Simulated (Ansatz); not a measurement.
Input file for Ansatz (a quantum-chemistry and plane-wave program):

Ansatz 0.2 input:
```yaml
crystal:
  lattice:
    - [5.0713007829, 0.0, 0.0]
    - [0.0, 10.0442722944, 0.0]
    - [0.0, 0.0, 5.2485572821]
  atoms:
    - { symbol: Zr, position: [0.7525501017, 0.3846739785, 0.9650614669] }
    - { symbol: Zr, position: [0.2474498983, 0.6153260215, 0.0349385331] }
    - { symbol: Zr, position: [0.7474498983, 0.6153260215, 0.4650614669] }
    - { symbol: Zr, position: [0.2525501017, 0.3846739785, 0.5349385331] }
    - { symbol: Zr, position: [0.2525501017, 0.1153260215, 0.0349385331] }
    - { symbol: Zr, position: [0.7474498983, 0.8846739785, 0.9650614669] }
    - { symbol: Zr, position: [0.2474498983, 0.8846739785, 0.5349385331] }
    - { symbol: Zr, position: [0.7525501017, 0.1153260215, 0.4650614669] }
    - { symbol: O, position: [0.6279250508, 0.2901295483, 0.6249576712] }
    - { symbol: O, position: [0.3720749492, 0.7098704517, 0.3750423288] }
    - { symbol: O, position: [0.8720749492, 0.7098704517, 0.1249576712] }
    - { symbol: O, position: [0.1279250508, 0.2901295483, 0.8750423288] }
    - { symbol: O, position: [0.1279250508, 0.2098704517, 0.3750423288] }
    - { symbol: O, position: [0.8720749492, 0.7901295483, 0.6249576712] }
    - { symbol: O, position: [0.3720749492, 0.7901295483, 0.8750423288] }
    - { symbol: O, position: [0.6279250508, 0.2098704517, 0.1249576712] }
    - { symbol: O, position: [0.9976999962, 0.4774315442, 0.2612231672] }
    - { symbol: O, position: [0.0023000038, 0.5225684558, 0.7387768328] }
    - { symbol: O, position: [0.5023000038, 0.5225684558, 0.7612231672] }
    - { symbol: O, position: [0.4976999962, 0.4774315442, 0.2387768328] }
    - { symbol: O, position: [0.4976999962, 0.0225684558, 0.7387768328] }
    - { symbol: O, position: [0.5023000038, 0.9774315442, 0.2612231672] }
    - { symbol: O, position: [0.0023000038, 0.9774315442, 0.2387768328] }
    - { symbol: O, position: [0.9976999962, 0.0225684558, 0.7612231672] }
kpoints:
  mp_grid: { grid: [3, 2, 3] }
hamiltonian:
  xc: hse06
  pseudopotentials: { azcp: { folder: ./paw }, kind: paw }
scf:
  n_extra_bands: 24
  occupations: { method: fixed }
output:
  eigenvalues: true
  eigenstates:
    e_range: [-9.0, 13.6]
    kpoints:
      - [0.0, 0.0, -0.088542]  # VBM
      - [0.380208, 0.0, -0.151042]  # CBM
      - [0.0, 0.0, 0.0]  # GAMMA
      - [0.5, 0.0, 0.0]  # X
      - [0.0, 0.0, 0.5]  # Z
      - [0.5, 0.0, 0.5]  # U
      - [0.0, 0.5, 0.0]  # Y
      - [0.5, 0.5, 0.0]  # S
      - [0.0, 0.5, 0.5]  # T
      - [0.5, 0.5, 0.5]  # R
```

Output (shortened):

```
Pseudopotential: Zr, paw, valence charge 12
Pseudopotential: O, paw, valence charge 6
Functional definition: HSE06
davidson cushion auto → on  (no smearing: the cushion is to keep the highest requested band from converging to the state above it …
Crystal: 24 atoms, lattice volume = 267.349 Å³
Basis set: ecut = 420 eV, 5237 PW (Γ)
Bands: 120, of which v1, the nominal top of the filled ones, is band 96 counted from 1 (95 counted from 0)
Symmetry: 8 space group operations
Space group: Pbca (ITA 61), of the structure as read, at distance tolerance 6.4e-5 Å
k-points: 8 of 18
SCF iter   1: F=—  HF=-42591.937029 eV  |F-HF|=—  |Δ(HF+E_count)|=         —  Δρ=5.69e-2  dr2=8.10e0  ethr=1.00e-1  ⟨swp⟩=3.4  Hψ=2823  notcnv=0
preconditioner: auto → none
SCF iter   2: F=—  HF=-42591.899183 eV  |F-HF|=—  |Δ(HF+E_count)|=   3.78e-2  Δρ=4.01e-2  dr2=2.32e0  ethr=4.22e-3  ⟨swp⟩=3.8  Hψ=2781  notcnv=0
SCF iter   3: F=—  HF=-42591.896610 eV  |F-HF|=—  |Δ(HF+E_count)|=   2.57e-3  Δρ=1.86e-2  dr2=9.91e-1  ethr=1.21e-3  ⟨swp⟩=3.0  Hψ=2672  notcnv=0
iter 4 solved again at ethr=9.62e-6 eV; its pass at ethr=5.16e-4 eV (dr2=1.85e-2 eV) is discarded
SCF iter   4: F=—  HF=-42591.843472 eV  |F-HF|=—  |Δ(HF+E_count)|=   5.31e-2  Δρ=3.49e-3  dr2=1.59e-2  ethr=9.62e-6  ⟨swp⟩=4.0  Hψ=5218  notcnv=0
SCF iter   5: F=—  HF=-42591.851319 eV  |F-HF|=—  |Δ(HF+E_count)|=   7.85e-3  Δρ=9.40e-4  dr2=1.87e-3  ethr=8.27e-6  ⟨swp⟩=3.6  Hψ=2758  notcnv=0
SCF iter   6: F=-42591.850696 eV  HF=-42591.851325 eV  |F-HF|=6.29e-4  |Δ(HF+E_count)|=   5.67e-6  Δρ=5.32e-4  dr2=7.60e-4  ethr=9.73e-7  ⟨swp⟩=3.2  Hψ=2658  notcnv=0
SCF 1 stopped early in 6 iterations: F = -42591.850696 eV  dr2 = 7.60e-4
Crystal: 24 atoms, lattice volume = 267.349 Å³
Exchange kernel: α = 0.2500, screened, ω = 0.2079 Å⁻¹, Wigner–Seitz truncation, v(0) = 1036.0108 eV·Å³, q-mesh 3×2×3, nearest image of the exchange supercell L …
Frozen-core exchange: fock
SCF iter   1: F=—  HF=-42609.435228 eV  |F-HF|=—  |Δ(HF+E_count)|=         —  Δρ=1.39e-2  dr2=8.13e-1  ethr=3.96e-6  ⟨swp⟩=6.4  Hψ=4693  notcnv=0
preconditioner: auto → none
SCF iter   2: F=—  HF=-42609.156668 eV  |F-HF|=—  |Δ(HF+E_count)|=   2.79e-1  Δρ=3.77e-3  dr2=3.45e-2  ethr=3.96e-6  ⟨swp⟩=5.0  Hψ=4084  notcnv=0
SCF iter   3: F=—  HF=-42609.273146 eV  |F-HF|=—  |Δ(HF+E_count)|=   1.16e-1  Δρ=2.78e-3  dr2=2.19e-2  ethr=3.96e-6  ⟨swp⟩=4.0  Hψ=3132  notcnv=0
SCF iter   4: F=—  HF=-42609.266471 eV  |F-HF|=—  |Δ(HF+E_count)|=   6.67e-3  Δρ=5.04e-4  dr2=8.06e-4  ethr=3.96e-6  ⟨swp⟩=3.9  Hψ=2779  notcnv=0
SCF iter   5: F=—  HF=-42609.268074 eV  |F-HF|=—  |Δ(HF+E_count)|=   1.60e-3  Δρ=4.77e-4  dr2=4.88e-4  ethr=3.70e-7  ⟨swp⟩=3.8  Hψ=2779  notcnv=0
SCF iter   6: F=-42609.267926 eV  HF=-42609.267961 eV  |F-HF|=3.49e-5  |Δ(HF+E_count)|=   1.13e-4  Δρ=1.28e-4  dr2=4.48e-5  ethr=2.52e-7  ⟨swp⟩=3.0  Hψ=2583  notcnv=0
SCF 2 stopped early in 6 iterations: F = -42609.267926 eV  dr2 = 4.48e-5
hybrid outer 1: dexx = +1.292e-1 eV, tail = 2.27e-4 eV
Crystal: 24 atoms, lattice volume = 267.349 Å³
Exchange kernel: α = 0.2500, screened, ω = 0.2079 Å⁻¹, Wigner–Seitz truncation, v(0) = 1036.0108 eV·Å³, q-mesh 3×2×3, nearest image of the exchange supercell L …
Frozen-core exchange: fock
SCF iter   1: F=—  HF=-42609.266996 eV  |F-HF|=—  |Δ(HF+E_count)|=         —  Δρ=6.42e-5  dr2=1.02e-5  ethr=5.92e-7  ⟨swp⟩=3.0  Hψ=2146  notcnv=0
preconditioner: auto → none
SCF iter   2: F=—  HF=-42609.266997 eV  |F-HF|=—  |Δ(HF+E_count)|=   5.52e-7  Δρ=2.78e-5  dr2=1.63e-6  ethr=4.70e-9  ⟨swp⟩=4.0  Hψ=2959  notcnv=0
SCF iter   3: F=—  HF=-42609.267004 eV  |F-HF|=—  |Δ(HF+E_count)|=   7.08e-6  Δρ=3.40e-5  dr2=3.05e-6  ethr=5.19e-10  ⟨swp⟩=5.0  Hψ=2987  notcnv=0
iter 4 solved again at ethr=3.35e-11 eV; its pass at ethr=5.19e-10 eV (dr2=6.43e-8 eV) is discarded
SCF iter   4: F=-42609.267003 eV  HF=-42609.267003 eV  |F-HF|=5.20e-8  |Δ(HF+E_count)|=   8.60e-7  Δρ=4.31e-6  dr2=6.98e-8  ethr=3.35e-11  ⟨swp⟩=2.0  Hψ=4853  notcnv=0
SCF 3 converged in 4 iterations: F = -42609.267003 eV  dr2 = 6.98e-8
hybrid outer 2: dexx = +7.585e-6 eV, tail = 1.81e-7 eV, Δε = 2.05e-3 eV (about 6.07e-5 eV left of the loop's levels)
NSCF: frozen V_eff on 10 k-points
hybrid SCF converged: 2 outer / 10 inner (+6 warm-up), last move |dexx| = 7.59e-6 eV, tail = 1.81e-7 eV
Stability not checked (fock_operator)
Free energy (F): -42609.267003 eV
Frozen-core exchange: fock
Harris-Foulkes:  -42609.267003 eV  (|F-HF|=5.20e-8)
Internal energy: -42609.267003 eV  (E = F + TS)
E sigma→0 (E₀):  -42609.267003 eV
Fermi energy:    10.193101 eV
--- Per-component energies (eV) ---
  E_band       = -947.724913
  E_kinetic    = 5264.249628
  E_local      = -9067.311747  (includes V_loc(G=0)·N_el)
  E_nonlocal   = 1382.033575
  E_hartree    = 3121.111089
  E_xc         = -1928.217393
  E_vxc        = -2348.085234  (∫ρ·V_xc dr)
  E_exx        = -567.617490  (= α·E_x^exact, valence–valence)
  E_paw        = -26234.588775  (= ΣΔE_a)
  E_vpaw       = -1285.609153  (= ΣTr[D̂ρ^β])
  E_aug_tail   = 0.012014  (compensation charges beyond the density's cutoff)
  E_ewald      = -14575.358522
  E_core_change = -3.579382  (= ΣΔE_core)
  E_smearing   =  0.000000  (= −TS)
  E_closure    =  0.000000  (closes the sum)
  Σ components = -42609.267003   (vs F -42609.267003, Δ=0.00e0)
  [band-id]    e_kinetic+e_local+e_nonlocal+2·e_hartree+e_vxc+2·e_exx+e_vpaw+e_augmentation_tail = -947.723719   (vs E_band -947.724913, Δ=1.19e-3)
--- Band table (eV; the first three rows and the last of 8) ---
  k-point 0: bands = ["-40.0299", "-40.0074", "-39.9768", "-39.9543", "-39.9542", "-39.9534", "-39.9506", "-39.9500", "-17.3844", "-17.3810", "-17.3692", "-17.2050", "-17.1848", "-17.0589", "-16.9508", "-16.9313", "-16.9270", "-16.8235", "-16.8172", …
  k-point 1: bands = ["-40.0134", "-39.9975", "-39.9807", "-39.9788", "-39.9565", "-39.9536", "-39.9488", "-39.9476", "-17.3046", "-17.2488", "-17.2161", "-17.1926", "-17.1551", "-17.0921", "-17.0329", "-17.0172", "-16.9343", "-16.9053", "-16.9047", …
  k-point 2: bands = ["-40.0210", "-40.0210", "-39.9633", "-39.9633", "-39.9538", "-39.9538", "-39.9503", "-39.9503", "-17.3080", "-17.3080", "-17.3031", "-17.3031", "-17.2781", "-17.2781", "-16.8683", "-16.8683", "-16.7888", "-16.7888", "-16.7871", …
  k-point 7: bands = ["-39.9929", "-39.9929", "-39.9718", "-39.9718", "-39.9648", "-39.9648", "-39.9587", "-39.9587", "-17.2991", "-17.2991", "-17.2608", "-17.2608", "-17.2261", "-17.2261", "-17.0972", "-17.0972", "-16.8526", "-16.8526", "-16.7580", …
```

Cost: about 28 core-minutes (a rough figure) on shared cores.

The points marked VBM and CBM come from a semilocal run.

The first step of the workflow began from a Materials Project structure, measured or hypothetical; the Crystallography Open Database copy checked does not list it. It is not the phase usual at ambient conditions (space group No. 14). The PBEsol relaxation kept the symmetry of its start; its stability against distortions is not shown here. No spin polarisation was allowed. Spin–orbit coupling is left out wherever it is not named.

Potentials: the earlier of the program's two PAW sets.

Ansatz is a plane-wave DFT program.
